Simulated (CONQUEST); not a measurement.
Band structure of CdS (P6_3mc, 8 atoms in the cell; from Materials Project mp-672).

```
CELL_PARAMETERS angstrom
      4.16884     0.00000     0.00000
      0.00000     7.22064     0.00000
      0.00000     0.00000     6.77962
ATOMIC_POSITIONS crystal
  Cd 0.50000 0.16667 0.50022
  Cd 0.00000 0.33333 0.00022
  Cd 0.00000 0.66667 0.50022
  Cd 0.50000 0.83333 0.00022
  S  0.50000 0.16667 0.87678
  S  0.00000 0.33333 0.37678
  S  0.00000 0.66667 0.87678
  S  0.50000 0.83333 0.37678
```

Level of theory: LDA (PW92), numerical atomic orbitals double-zeta with polarisation (the shipped basis), PseudoDojo norm-conserving potentials made for LDA in CONQUEST 1.3.

Settings: basis = DZP; Diag.MPMeshX, Y, Z = 4 3 3; potentials = PseudoDojo norm-conserving LDA; Grid.GridCutoff = 140 Ha; DM.SolutionMethod = diagon; Diag.kT = 0.001837 Ha; Diag.GammaCentred = true; minE.SCTolerance = 1.0e-07; SC.MaxIters = 100; SC.LinearMixingFactor = 0.3; AtomMove.TypeOfRun = static.

The program uses no crystal symmetry, so grid and mesh can part values that symmetry would make equal. The atom-centred basis is finite, which shifts total energies, pressures and forces against plane waves. The structure comes from a collection of computed structures, made at another level of theory; the collection holds predicted forms beside known ones.

Task: Predict the gap along the standard path.

Result: The gap along the path of this cell's zone is 1.05 eV.

Points are given in units of this cell's reciprocal vectors. Levels in eV from the top of the valence band on the path, bands 49 to 53:
```json
[
 {"point": "Γ (0 0 0)", "49": "-0.74", "50": "-0.04", "51": "0.00", "52": "0.00", "53": "1.05"},
 {"point": "X (-0.5 0 0)", "49": "-1.29", "50": "-1.29", "51": "-1.20", "52": "-1.20", "53": "4.29"},
 {"point": "S (-0.5 0 -0.5)", "49": "-1.16", "50": "-1.16", "51": "-1.16", "52": "-1.16", "53": "4.23"},
 {"point": "Y (0 0 -0.5)", "49": "-0.39", "50": "-0.39", "51": "-0.38", "52": "-0.38", "53": "2.75"},
 {"point": "Z (0 -0.5 0)", "49": "-0.48", "50": "-0.48", "51": "-0.37", "52": "-0.37", "53": "2.87"},
 {"point": "U (-0.5 -0.5 0)", "49": "-1.27", "50": "-1.27", "51": "-0.74", "52": "-0.74", "53": "3.64"},
 {"point": "R (-0.5 -0.5 -0.5)", "49": "-1.30", "50": "-1.30", "51": "-1.30", "52": "-1.30", "53": "3.53"},
 {"point": "T (0 -0.5 -0.5)", "49": "-0.88", "50": "-0.88", "51": "-0.88", "52": "-0.88", "53": "3.77"}
]
```

Higher empty bands are left out: an atom-centred basis made for the valence describes them poorly.

The labels belong to the zone of the cell as typed, which is larger than the primitive one, so the bands are folded: a gap that looks direct here can be indirect in the primitive zone.
